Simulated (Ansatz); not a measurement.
Here is the system:

Starting cell, Te (trigonal-Te type, space group P3_121):

```
CELL_PARAMETERS angstrom
      4.62355     0.00000     0.00000
     -2.31177     4.00411     0.00000
      0.00000     0.00000     5.90437
ATOMIC_POSITIONS crystal
  Te 0.25344 0.00000 0.33333
  Te 0.00000 0.25344 0.66667
  Te 0.74656 0.74656 0.00000
```

In this cell atom 1 (Te, nearest neighbour Te at 2.827 Å; its periodic images, 4.6 Å or more away, move with it) is moved by s along Cartesian [110], unit vector (0.707, 0.707, 0.000); all other atoms and the cell stay fixed.

The numbers are results of r2SCAN (plane waves to 500 eV, PAW, scalar-relativistic; Ansatz, an electronic-structure program), not measurements. k mesh 7×7×5 (Γ-centred), Fermi-Dirac smearing 0.05 eV. Energies are smeared free energies. Spin-orbit coupling is left out, though Te is heavy. Te was relaxed with its symmetry unable to fall. The PAW data are Ansatz's earlier set. ΔE is measured from the undisplaced structure.

The scan covers s from -0.280 to 0.280 Å in 11 points.

Q: Is this a single well or a double well?

A: A single well with its minimum at or next to zero displacement.

Q: Is the energy the same for displacements of ±0.280 Å, and if not, which side lies higher?

A: Not even: the negative side lies higher at ±0.280 Å. With its periodic images moving along, the atom's site symmetry in this cell is 2.

Q: What force acts on the atom along the line at s = -0.280 Å?

A: 1.17 eV/Å.

Q: What is the force constant k = d²E/ds² of this move at s = 0?

A: 3.37 eV/Å².

(A displaced cell: forces are minus the slopes of the energy, force constants its curvatures, and phonons follow from these.)
